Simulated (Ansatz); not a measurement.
The cell is COD entry 1537320, as deposited and not checked against the literature; nothing was relaxed.

Input and log of a run on NbAs: DFT, PBE, all-electron LAPW, scalar-relativistic (Ansatz 0.2.0).

Command: `ansatz run input.yaml --threads 1 --pin off --max-ram 4096MiB --backend cpu --events-out ev --progress --plain --runs-dir out` The run took 9.2 min on 1 thread of Intel(R) Xeon(R) Platinum 8488C (Sapphire Rapids), with other jobs on the host, peak memory 2.3 GiB.

```yaml
crystal:
  lattice:
    - [-1.72585, 1.72585, 5.84]
    - [1.72585, -1.72585, 5.84]
    - [1.72585, 1.72585, -5.84]
  atoms:
    - { symbol: Nb, position: [0.75, 0.75, 0.0] }
    - { symbol: Nb, position: [0.5, 0.0, 0.5] }
    - { symbol: As, position: [0.166, 0.166, 0.0] }
    - { symbol: As, position: [0.916, 0.416, 0.5] }
kpoints:
  mp_grid: { grid: [15, 15, 15] }
  band_path:
    path:
      - [0.0, 0.0, 0.0]
      - [0.0, 0.0, 0.5]
      - [0.25, 0.25, 0.25]
      - [0.0, 0.5, 0.0]
      - [0.0, 0.0, 0.0]
      - [0.5, 0.5, -0.5]
      - [0.2718333516, 0.7281666484, -0.2718333516]
      - [-0.2718333516, 0.2718333516, 0.2718333516]
      - [0.0, 0.0, 0.0]
    npoints: 14
scf:
  occupations: { method: fermi_dirac, width: 0.08 }
hamiltonian:
  xc: pbe
  pseudopotentials: { kind: all_electron, lapw: { basis_error: 0.0005 } }
output:
  forces: true
  stress: true
  eigenvalues: true
  populations: true
  dos: { projected: true, de: 0.2, e_range: [-14, 8] }
```

What the program printed:

```
Nb: projections on atomic orbitals take those of the free atom 1s2 2s2 2p6 3s2 3p6 3d10 4s2 4p6 4d4 5s1, of charge +0.00 (hamiltonian.pseudopotentials.projection_atoms)
As: projections on atomic orbitals take those of the free atom 1s2 2s2 2p6 3s2 3p6 3d10 4s2 4p3, of charge +0.00 (hamiltonian.pseudopotentials.projection_atoms)
LAPW: plane waves up to 8.696 Å⁻¹, error target 5.0e-4 eV per atom; small_component_spin mean_spin; As in spheres of 1.297 Å, 23 of its electrons in bands, Dirac shells []; Nb in spheres of 1.299 Å, 31 of its electrons in bands, Dirac shells []
Engine: ansatz 0.2.0
Pseudopotentials: kind: all_electron
Pseudopotential: Nb, LAPW, valence charge 31, Koelling and Harmon's equation, gaussian nucleus
Pseudopotential: As, LAPW, valence charge 23, Koelling and Harmon's equation, gaussian nucleus
Functional definition: PBE
  parameter kappa = 0.804
  parameter beta = 0.06672455060314922
  exchange = pbe_x(kappa = kappa, mu = beta*pi^2/3)
  correlation = pbe_c(beta = beta)
Crystal: 4 atoms, lattice volume = 69.579 Å³
Basis set: ecut = 288.1353428975256 eV, 765 PW (Γ), FFT grids on a1+a3, a2+a3, a3, exchange–correlation at level 2
Bands: 65, of which v1, the nominal top of the filled ones, is band 54 counted from 1 (53 counted from 0)
Symmetry: 8 space group operations
Space group: I41md (ITA 109), of the structure as read, at distance tolerance 4.1e-5 Å
k-points: 288 of 3375 (time reversal used)
Non-local potential: Nb, projectors of the file, none
Non-local potential: As, projectors of the file, none
Initial density: superposition of atomic densities (chi_scale 0.1, normalization cell, long waves kept (reshape's long-wave potential 0.00 eV rms))
Initial wavefunctions: plane waves of lowest kinetic energy (no species holds an atomic orbital)
Functional: x = pbe(κ = 0.804, μ = 0.2195149727645171), c = pbe(β = 0.06672455060314922)
iter 1 solved again at ethr=3.78e-3 eV; its pass at ethr=1.00e-1 eV (dr2=4.08e0 eV) is discarded
SCF iter   1: F=—  HF=-330943.881925 eV  |F-HF|=—  |Δ(HF+E_count)|=         —  Δρ=6.14e-2  dr2=4.08e0  ethr=3.78e-3  ⟨swp⟩=2.0  Hψ=112376  notcnv=0
preconditioner: auto → Kerker (q_TF=auto, 2.936 Å⁻¹)  [metal: Δε(μ)=0.019 eV  Ē_g=9.478 eV  σ=0.080 eV  W_gap=0.06  n_scr=32 (ndim 8)  ℏωp=19.9 eV  f_vac=0.000  D(μ)=0.37/eV (n_scr^D=0)]
SCF iter   2: F=—  HF=-330942.082350 eV  |F-HF|=—  |Δ(HF+E_count)|=    1.80e0  Δρ=2.19e-2  dr2=4.57e-1  ethr=3.78e-3  ⟨swp⟩=2.0  Hψ=55995  notcnv=0
SCF iter   3: F=—  HF=-330942.056078 eV  |F-HF|=—  |Δ(HF+E_count)|=         —  Δρ=1.62e-2  dr2=2.79e-1  ethr=4.23e-4  ⟨swp⟩=2.0  Hψ=56041  notcnv=0
the basis was enlarged: its passes take 322.2 KiB over the memory plan, 1 of 1 planned eigensolver slots
iter 4 solved again at ethr=6.51e-6 eV; its pass at ethr=2.58e-4 eV (dr2=7.04e-3 eV) is discarded
SCF iter   4: F=—  HF=-330942.047623 eV  |F-HF|=—  |Δ(HF+E_count)|=   8.45e-3  Δρ=3.31e-3  dr2=7.03e-3  ethr=6.51e-6  ⟨swp⟩=2.0  Hψ=94067  notcnv=0
SCF iter   5: F=—  HF=-330942.044770 eV  |F-HF|=—  |Δ(HF+E_count)|=   2.85e-3  Δρ=1.51e-3  dr2=1.75e-3  ethr=6.51e-6  ⟨swp⟩=2.0  Hψ=56046  notcnv=0
SCF iter   6: F=—  HF=-330942.042549 eV  |F-HF|=—  |Δ(HF+E_count)|=   2.22e-3  Δρ=7.79e-4  dr2=4.16e-4  ethr=1.62e-6  ⟨swp⟩=2.0  Hψ=56045  notcnv=0
SCF iter   7: F=—  HF=-330942.042518 eV  |F-HF|=—  |Δ(HF+E_count)|=   3.03e-5  Δρ=2.67e-4  dr2=4.11e-5  ethr=3.85e-7  ⟨swp⟩=2.0  Hψ=56045  notcnv=0
SCF iter   8: F=—  HF=-330942.042527 eV  |F-HF|=—  |Δ(HF+E_count)|=   8.31e-6  Δρ=6.01e-5  dr2=4.48e-6  ethr=3.81e-8  ⟨swp⟩=2.0  Hψ=56045  notcnv=0
SCF iter   9: F=—  HF=-330942.042526 eV  |F-HF|=—  |Δ(HF+E_count)|=   8.80e-7  Δρ=2.26e-5  dr2=4.46e-7  ethr=4.15e-9  ⟨swp⟩=2.0  Hψ=56045  notcnv=0
SCF iter  10: F=-330942.042526 eV  HF=-330942.042526 eV  |F-HF|=9.32e-8  |Δ(HF+E_count)|=   3.40e-8  Δρ=7.59e-6  dr2=8.39e-8  ethr=4.13e-10  ⟨swp⟩=2.0  Hψ=56045  notcnv=0
SCF 1 converged in 10 iterations: F = -330942.042526 eV  dr2 = 8.39e-8
NSCF: frozen V_eff on 113 k-points
SCF converged after 10 iterations
Free energy (F): -330942.042526 eV
Harris-Foulkes:  -330942.042526 eV  (|F-HF|=9.32e-8)
Internal energy: -330942.027624 eV  (E = F + TS)
E sigma→0 (E₀):  -330942.035075 eV
Entropy (-TS):   -0.014902 eV (-3.725 meV/atom)
Fermi energy:    17.814744 eV
--- Per-component energies (eV) ---
  E_band       = -11479.265698
  E_kinetic    = 340879.886958
  E_xc         = -11048.251664
  E_electrostatic = -660773.662918  (all electrons and nuclei)
  E_smearing   = -0.014902  (= −TS)
  E_closure    = 0.000000  (closes the sum)
  E_atoms      = -330909.614073  (free atoms, spherical and without spin; not in F)
  Σ components = -330942.042526   (vs F -330942.042526, Δ=0.00e0)
  Basis errors (estimates in eV, not in F): energy 1.7e-4 per atom: plane waves 1.5e-4 (8.3e-5 summed), levels above the bands 6.0e-44, relativity 2.9e-8, radial functions 1.9e-5, core shells 2.1e-11; eigenvalues (radial functions only) 4.6e-7; not estimated: angular momenta, meshes, grids; target (lapw.basis_error) 5.0e-4; muffin-tin radii As 1.297 Å, Nb 1.299 Å
--- Forces (eV/Å), atoms counted from 1 ---
  atom   1  Nb     0.00000000    -0.00000000    -0.29472277
  atom   2  Nb     0.00000000     0.00000000    -0.29472277
  atom   3  As    -0.00000000    -0.00000000     0.29472163
  atom   4  As    -0.00000000     0.00000000     0.29472163
  max |Σ_I F_I| component: 2.27e-6 eV/Å
--- Stress (GPa, compression-positive) ---
        3.048299       0.000000      -0.000000
        0.000000       3.048299       0.000000
       -0.000000       0.000000       3.717384
  P = ⅓ Tr σ = 3.2713 GPa (32.713 kbar)
--- Band table (eV; the first three rows and the last of 288) ---
  k-point 0: bands = ["-417.7558", "-417.7558", "-325.6502", "-325.6502", "-325.6335", "-325.6335", "-325.6301", "-325.6301", "-175.2286", "-175.2286", "-175.2238", "-175.2238", "-175.2230", "-175.2230", "-175.2101", "-175.2101", "-175.2093", "-175.2093", "-167.2557", "-167.2557", "-110.6382", "-110.6382", "-110.6272", "-110.6272", "-110.6233", "-110.6233", "-37.2834", "-37.2551", "-17.7063", "-17.7063", "-17.6909", "-17.6863", "-17.6843", "-17.6828", "-17.6787", "-17.6783", "-17.6783", "-17.6763", "-13.5091", "-13.3922", "-13.3922", "-13.2408", "-13.2408", "-13.1946", "4.5931", "6.8709", "11.6141", "15.0054", "15.5686", "15.5686", "15.7931", "16.1529", "16.4375", "16.4375", "18.5473", "19.1238", "20.2342", "20.8304", "20.8304", "21.5296", "21.7870", "21.7870", "23.0110", "23.7548", "26.5745"]
  k-point 1: bands = ["-417.7558", "-417.7558", "-325.6502", "-325.6502", "-325.6335", "-325.6335", "-325.6301", "-325.6301", "-175.2286", "-175.2286", "-175.2238", "-175.2238", "-175.2230", "-175.2230", "-175.2101", "-175.2101", "-175.2093", "-175.2093", "-167.2557", "-167.2557", "-110.6382", "-110.6382", "-110.6272", "-110.6272", "-110.6233", "-110.6233", "-37.2820", "-37.2544", "-17.7067", "-17.7060", "-17.6905", "-17.6861", "-17.6851", "-17.6839", "-17.6788", "-17.6783", "-17.6772", "-17.6758", "-13.5041", "-13.4010", "-13.3993", "-13.2503", "-13.2469", "-13.1935", "4.7024", "6.9029", "11.6850", "14.7576", "15.4845", "15.5964", "15.6656", "15.9799", "16.4542", "16.6025", "18.3763", "18.9292", "20.2138", "20.6208", "20.9826", "21.4218", "21.6604", "22.1024", "23.5065", "24.4861", "26.4724"]
  k-point 2: bands = ["-417.7558", "-417.7558", "-325.6502", "-325.6502", "-325.6335", "-325.6335", "-325.6301", "-325.6301", "-175.2286", "-175.2286", "-175.2238", "-175.2238", "-175.2230", "-175.2230", "-175.2101", "-175.2101", "-175.2093", "-175.2093", "-167.2557", "-167.2557", "-110.6382", "-110.6382", "-110.6272", "-110.6272", "-110.6233", "-110.6233", "-37.2782", "-37.2526", "-17.7078", "-17.7050", "-17.6895", "-17.6876", "-17.6860", "-17.6855", "-17.6782", "-17.6779", "-17.6755", "-17.6746", "-13.4920", "-13.4254", "-13.4169", "-13.2748", "-13.2639", "-13.1929", "5.0128", "6.9815", "11.9151", "14.2307", "14.9855", "15.1808", "15.3519", "16.1089", "16.7421", "16.8860", "18.0929", "18.4314", "20.1995", "20.3174", "21.2860", "21.4479", "21.5660", "22.6683", "24.6015", "26.0234", "26.2712"]
  k-point 287: bands = ["-417.7558", "-417.7558", "-325.6502", "-325.6502", "-325.6335", "-325.6335", "-325.6301", "-325.6301", "-175.2286", "-175.2286", "-175.2238", "-175.2238", "-175.2230", "-175.2230", "-175.2101", "-175.2101", "-175.2093", "-175.2093", "-167.2557", "-167.2557", "-110.6382", "-110.6382", "-110.6272", "-110.6272", "-110.6233", "-110.6233", "-37.2689", "-37.2686", "-17.7082", "-17.7081", "-17.6875", "-17.6875", "-17.6841", "-17.6839", "-17.6783", "-17.6781", "-17.6764", "-17.6763", "-13.4134", "-13.3991", "-13.3535", "-13.3497", "-13.2396", "-13.2313", "5.5625", "5.5727", "13.7792", "13.8514", "14.9172", "15.1551", "15.1986", "15.5568", "17.0318", "17.3527", "18.6826", "19.1374", "19.6247", "19.7625", "20.9677", "21.0247", "22.3365", "22.7787", "24.4362", "24.8108", "26.0787"]
--- Löwdin populations: 4 sites ---
  site symbol       q [e]
     0     Nb     40.8817
     1     Nb     40.8817
     2     As     33.0245
     3     As     33.0245
  spilling = 0.001268 (of n_electrons = 148.000000)
```
